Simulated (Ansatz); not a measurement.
## 6 guesses for AlP5 and where they end

Method: DFT PBE, scalar-relativistic, plane waves, PAW (Ansatz). All cells share a 420 eV cutoff and Γ-centred k meshes spaced at most about 0.3 Å⁻¹ (about 0.25 or finer for metals, 2π included). No spin polarisation in the final relaxations.

Each guess was relaxed in cell and atoms at zero pressure, within the symmetry of its start. These are static total energies at zero pressure. Coordination counts P atoms around Al (those within 1.25 times the shortest such distance or 1.15 times the sum of covalent radii; a plus sign parts nearer from farther groups; the shortest distance is added where it is long for a bond).

```tsv
guess	made from	start group	V start (Å³/atom)	end group	V end (Å³/atom)	coordination at the end	gap on mesh (eV)	E over the lowest end (meV/atom)
1	Be5Au type	F-43m	19.4	F-43m	15.3	Al 16 from 3.0 Å	0	432
2	MgTi5 type	P-6m2	23.7	P-6m2	15.5	Al 6	0	0
3	GdRh5 type	P6/mmm	20.2	?	?	?	?	?
4	random cell	P4/mmm	21.5	P4/mmm	19.3	Al 4	0	204
5	random cell	P-62m	19.1	P-62m	30.9	Al 2 from 2.7 Å	0	500
6	random cell	P6/mmm	20.5	P6/mmm	21.6	Al 6+18 from 4.0 Å	0	256
```

Guess 3 as it starts:

```cif
data_structure
_symmetry_space_group_name_H-M 'P6/mmm'
_symmetry_Int_Tables_number 191
_cell_length_a 5.5137
_cell_length_b 5.5137
_cell_length_c 4.5940
_cell_angle_alpha 90.000
_cell_angle_beta 90.000
_cell_angle_gamma 120.000
_cell_volume 120.95
loop_
_atom_site_label
_atom_site_type_symbol
_atom_site_symmetry_multiplicity
_atom_site_Wyckoff_symbol
_atom_site_fract_x
_atom_site_fract_y
_atom_site_fract_z
_atom_site_occupancy
Al1 Al 1 a 0.00000 0.00000 0.00000 1
P1 P 3 g 0.50000 0.00000 0.50000 1
P2 P 2 c 0.33333 0.66667 0.00000 1
```

Task: Predict the end of this guess and its energy over the lowest end.

Result: It ends in space group P6/mmm (No. 191), with a = 4.764 Å, c = 4.963 Å, 16.3 Å³/atom and no gap. It lies 0.38 eV/atom over the lowest end, above guess 6 and below guess 1. Counting P atoms around Al, this end has Al 6 from 2.8 Å and the lowest (guess 2) has Al 6. This end holds P–P nets (shortest 2.38 Å); in the lowest (guess 2) the shortest P–P distance is 2.48 Å, near bonding range too.

```cif
data_structure
_symmetry_space_group_name_H-M 'P6/mmm'
_symmetry_Int_Tables_number 191
_cell_length_a 4.7643
_cell_length_b 4.7643
_cell_length_c 4.9626
_cell_angle_alpha 90.000
_cell_angle_beta 90.000
_cell_angle_gamma 120.000
_cell_volume 97.55
loop_
_atom_site_label
_atom_site_type_symbol
_atom_site_symmetry_multiplicity
_atom_site_Wyckoff_symbol
_atom_site_fract_x
_atom_site_fract_y
_atom_site_fract_z
_atom_site_occupancy
Al1 Al 1 a 0.00000 0.00000 0.00000 1
P1 P 3 g 0.50000 0.00000 0.50000 1
P2 P 2 c 0.33333 0.66667 0.00000 1
```

Formation energies are uncorrected and refer to the elements' standard structures at the same level. The references include black phosphorus.

Task: Is the lowest end bound against the elements?

Result: No: its formation energy is +0.24 eV/atom. A positive value: parting into the elements would lower its energy.

Weakly bound directions are ill-defined at this level, which has no dispersion term (P6/mmm at 16.3 Å³/atom, P-62m), and this can change margins and order among such cells. The reference form of P is held partly by dispersion forces, which this level lacks. Cells relaxed within their symmetry can be saddle points. A lower structure may well exist outside this small set. Some structure types and database cells were kept out of the candidates from the start, so a known form may be missing.
